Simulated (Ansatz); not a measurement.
**How much do the gradients of ZnS depend on the method?**

Cell: a COD entry, ions relaxed with PBE at fixed cell.

Space group P6_3mc (No. 186); a = 3.8200, c = 24.9600 Å, γ = 120.00°.

| site | Wyckoff | site symmetry | x | y | z |
| --- | --- | --- | --- | --- | --- |
| Zn1 | 2a | 3m. | 0.0000 | 0.0000 | 0.0000 |
| Zn3 | 2b | 3m. | 0.3333 | 0.6667 | 0.1249 |
| Zn5 | 2b | 3m. | 0.3333 | 0.6667 | 0.3751 |
| Zn7 | 2b | 3m. | 0.3333 | 0.6667 | 0.7500 |
| S9 | 2a | 3m. | 0.0000 | 0.0000 | 0.0938 |
| S11 | 2b | 3m. | 0.3333 | 0.6667 | 0.2187 |
| S13 | 2b | 3m. | 0.3333 | 0.6667 | 0.4688 |
| S15 | 2b | 3m. | 0.3333 | 0.6667 | 0.8439 |

One atom of each set is listed.

First run. Method: Kohn–Sham DFT in Ansatz, PBE, plane waves and PAW, scalar-relativistic, 420 eV cutoff, Γ-centred 8×8×2 k-points, Fermi–Dirac smearing 0.02 eV.

| site | V_zz (10²¹ V/m²) | η |
| --- | --- | --- |
| Zn1 | 0.041 | 0.00 |
| Zn3 | 0.058 | 0.00 |
| Zn5 | 0.082 | 0.00 |
| Zn7 | -0.062 | 0.00 |
| S9 | -0.019 | 0.00 |
| S11 | 0.061 | 0.00 |
| S15 | 0.15 | 0.00 |

Second run. The same atoms and settings, except that the functional is r2SCAN and the cutoff is 500 eV.

Task: What does the second run give?

Result: 

```csv
site,V_zz,η,change of V_zz
Zn1,0.044,0.00,0.00
Zn3,0.060,0.00,0.00
Zn5,0.080,0.00,0.00
Zn7,-0.053,0.00,+0.01
S9,-0.021,0.00,0.00
S11,0.043,0.00,-0.02
S15,0.16,0.00,+0.01
```

No V_zz moves by more than 0.02. Sites with |V_zz| of 0.02 or less aren't listed.

For the second run: With these PAW files V_zz is typically within 2 to 3 % of all-electron values, but misses above 10 % occur on Zn.
